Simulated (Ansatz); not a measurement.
Level of theory: Ansatz 0.2.0, DFT PBE, scalar-relativistic, plane waves, PAW. Several structures of CaTl4O3 from a search were relaxed, and the powder pattern of one of them was computed from 10° to 70° in 2θ (λ = 1.5406 Å).

Cu Kα1 powder pattern (kinematic, no thermal factors).
```tsv
2θ (°)	relative intensity
15.81	20
22.43	6
27.56	100
31.93	33
35.82	22
39.37	46
45.78	30
48.73	29
51.56	4
54.27	18
56.90	4
59.45	17
61.94	14
66.75	1
69.09	12
```

Problem. Which structure gives it?
A. Space group R-3m (No. 166), trigonal, a = 3.545 Å, c = 48.872 Å. Around Ca lie 6 O at 2.42 Å; Tl on its first site has 3 O at 2.60 Å; O on a site of symmetry 3m is surrounded by 3 Ca at 2.42 Å and 3 Tl at 2.60 Å; 2 more sites not described.
B. Space group P-43m (No. 215), cubic, a = 5.601 Å. Around Ca lie 6 O at 2.80 Å and 4 Tl at 2.91 Å; Tl has 3 O at 2.63 Å, 1 Ca at 2.91 Å and 3 Tl at 3.16 Å; around O lie 4 Tl at 2.63 Å and 2 Ca at 2.80 Å.
C. Space group P-6 (No. 174), hexagonal, a = 8.110 Å, c = 3.727 Å. Around Ca lie 3 O at 2.18 Å; Tl on a site of symmetry m has 2 O at 2.37 Å and 4 Tl at 3.34–3.46 Å; O is surrounded by 1 Ca at 2.18 Å, 2 Tl at 2.37 Å and 1 Tl at 2.86 Å; 1 more site not described.

Solution. B. Its strongest line, at 2θ = 27.56°, has d = λ/(2 sin θ) = 3.234 Å and is the (1 1 1) reflection of the conventional P-43m cell with a = 5.601 Å. The others have their strongest lines at 30.5° (R-3m); 33.7° (P-6). In energy it lies 480 meV/atom above the lowest of those shown.

These are computed cells and needn't be stable.
